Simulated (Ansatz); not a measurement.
AgAuO$_{2}$:
```
CELL_PARAMETERS angstrom
      5.66032     0.00000     0.00000
      0.00000     3.85444     0.00000
     -1.38076     0.00000     5.30067
ATOMIC_POSITIONS crystal
  Ag 0.50000 0.50000 0.00000
  Ag 0.50000 0.00000 0.50000
  Au 0.00000 0.50000 0.50000
  Au 0.00000 0.00000 0.00000
  O  0.19795 0.20613 0.77971
  O  0.80205 0.79387 0.22029
  O  0.80205 0.70613 0.72029
  O  0.19795 0.29387 0.27971
```

Relaxed with r²SCAN.

Task: Tabulate the valence density and the electron localisation function along the shortest Ag–O contact (2.15 Å), r²SCAN in the plane-wave PAW code Ansatz.

Result: 

```csv
distance from Ag (Å),density (e/Å³),ELF
0.21,17.91,0.81
0.32,14.62,0.75
0.43,10.95,0.68
0.54,7.47,0.60
0.64,4.59,0.51
0.75,2.53,0.39
0.86,1.30,0.25
0.97,0.73,0.15
1.07,0.55,0.12
1.18,0.56,0.21
1.29,0.72,0.51
1.40,1.05,0.76
1.50,1.65,0.84
1.61,2.70,0.85
1.72,4.16,0.80
1.83,5.67,0.69
1.93,6.83,0.50
```

The density is the valence pseudo-density with augmentation charge, so density and ELF within about 1 Å of a nucleus are not all-electron values.

Space group P2_1/c. The first step of the workflow began from a Materials Project structure, measured or hypothetical; the Crystallography Open Database copy checked does not list it. Its standing as an ambient phase is unchecked. Symmetry was held in the r²SCAN relaxation; its stability against distortions is not shown here. The run is not spin-polarised. Scalar-relativistic: spin–orbit coupling is off unless named, which matters more the heavier the elements.

Potentials: the later of the program's two PAW sets.
